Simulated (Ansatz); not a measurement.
Here is the system:

SiRh:
```cif
data_Rh4Si4
_chemical_formula_sum 'Si4 Rh4'
_space_group_name_H-M_alt 'P213'
_space_group_IT_number 198
_space_group_name_Hall 'P 2ac 2ab 3'
_cell_length_a 4.67270
_cell_length_b 4.67270
_cell_length_c 4.67270
_cell_angle_alpha 90.000
_cell_angle_beta 90.000
_cell_angle_gamma 90.000
loop_
_atom_site_label
_atom_site_type_symbol
_atom_site_symmetry_multiplicity
_atom_site_Wyckoff_symbol
_atom_site_fract_x
_atom_site_fract_y
_atom_site_fract_z
_atom_site_occupancy
Si1 Si 4 a 0.84213 0.84213 0.84213 1
Rh1 Rh 4 a 0.15254 0.15254 0.15254 1
```

This is the PBEsol-relaxed structure.

**Question.** All from PBEsol in the plane-wave PAW code Ansatz, unless another level is named. Estimate the electronic character.

**Answer.** metallic (no gap).

**Question.** Predict the density of states at the Fermi level.

**Answer.** 0.12 states/eV per atom (mean over ±0.08 eV).

**Question.** Give the formation energy from the elements (no fitted shifts).

**Answer.** -0.89 eV/atom.

**Question.** Next, the gap with spin–orbit coupling?

**Answer.** none (metallic).

Space group P2_13. The workflow started from a Materials Project entry (that database holds measured and hypothetical structures alike); the Crystallography Open Database copy checked does not list it. COD files the formula under space group No. 14. Whether it is the stable phase at ambient conditions was not checked. The PBEsol relaxation kept the symmetry of its start; its stability against distortions is not shown here. The run is not spin-polarised. The references are the lowest solids computed at this level, not always the standard phases. Scalar-relativistic: spin–orbit coupling is off unless named, which matters more the heavier the elements.

Potentials: the earlier of the program's two PAW sets. The files were generated under PBE; for other functionals the program regenerates the frozen cores, and for LDA and PBEsol the local potential too.
